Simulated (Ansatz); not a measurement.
**Structure relaxation, Cu2O**

The start is a generated cell, Cu2O placed in the AFLOW prototype A2B_hP9_147_g_ad (B_b, as in ZnAg2). Cell shape, volume and atoms are optimised at zero target pressure with PBE (plane waves to 420 eV, PAW, scalar-relativistic; Ansatz, a first-principles code). First-step values are on the input's coarse k-mesh.

Ansatz input (later rounds restart from its end on a renewed k-mesh):
Ansatz 0.2 input:
```yaml
crystal:
  lattice:
    - [6.1922066, 0, 0]
    - [-3.0961033, 5.3626083, 0]
    - [0, 0, 2.2865591]
  atoms:
    - { symbol: O, position: [0, 0, 0] }
    - { symbol: O, position: [0.66666667, 0.33333333, 0.75] }
    - { symbol: O, position: [0.33333333, 0.66666667, 0.25] }
    - { symbol: Cu, position: [0.66667, 0.66667, 0.75] }
    - { symbol: Cu, position: [0, 0.33333, 0.75] }
    - { symbol: Cu, position: [0.33333, 0, 0.75] }
    - { symbol: Cu, position: [0.33333, 0.33333, 0.25] }
    - { symbol: Cu, position: [0, 0.66667, 0.25] }
    - { symbol: Cu, position: [0.66667, 0, 0.25] }
basis: { ecutwfc: 420, ecutrho_ratio: 4, xc_grid: 2, fft_grid_basis: typed }
kpoints: { mp_grid: { grid: [5, 5, 10] } }
hamiltonian:
  xc: pbe
  dispersion: none
  pseudopotentials: { azcp: { folder: ./paw }, kind: paw }
scf: { occupations: { method: fermi_dirac, width: 0.05 } }
relax: { f_tol: 0.01, max_steps: 100, cell: { stress_tol: 0.02 } }
output: { forces: true, stress: true }
```

Q: How large is the pressure on the unrelaxed cell, and of which sign?

A: +56 GPa (positive: the cell is compressed).

Q: Which atoms feel the largest initial force, and how large is it?

A: About 0.1 eV/Å, on Cu4, Cu5, Cu6, Cu7, Cu8, Cu9 (atoms numbered as listed).

Q: What symmetry does the relaxed structure have?

A: The space group goes from P-3 (No. 147) to P-3m1 (No. 164), with 9 atoms in the primitive cell.

Q: How does the volume per atom move from start to end?

A: +62.8 %, from 8.44 to 13.73 Å³/atom.

Q: How do the shortest distances between atoms change?

A: The closest pairs of elements (up to four, under 3.6 Å), start → end: Cu–O 2.06 → 1.84 Å; O–O 2.29 → 3.38 Å; Cu–Cu 2.29 → 2.70 Å.

Q: Write out the relaxed structure.

A: 
Space group P-3m1 (No. 164); a = b = 5.7592 Å, c = 4.3028 Å, α = β = 90.00°, γ = 120.00°

```
atom  site  symmetry       x       y       z
----  ----  --------  ------  ------  ------
O       1a      -3m.  0.0000  0.0000  0.0000
O       2d       3m.  0.3333  0.6667  0.4275
Cu      6i       .m.  0.1657  0.3313  0.2486
```

Final values are on a 7×7×8 k-mesh of the relaxed cell. No spin polarisation in the result. The d or f electrons are treated with no Hubbard U.

The run could not lose the symmetry of its start; a randomly shaken copy of 9 atoms returns to this structure.

The relaxed structure here is a generated cell of Cu2O: the first start was made by placing the elements on the sites of a structure type, and the end was not matched to a known phase here, so it may be hypothetical. Known forms of Cu2O include space group No. 224.
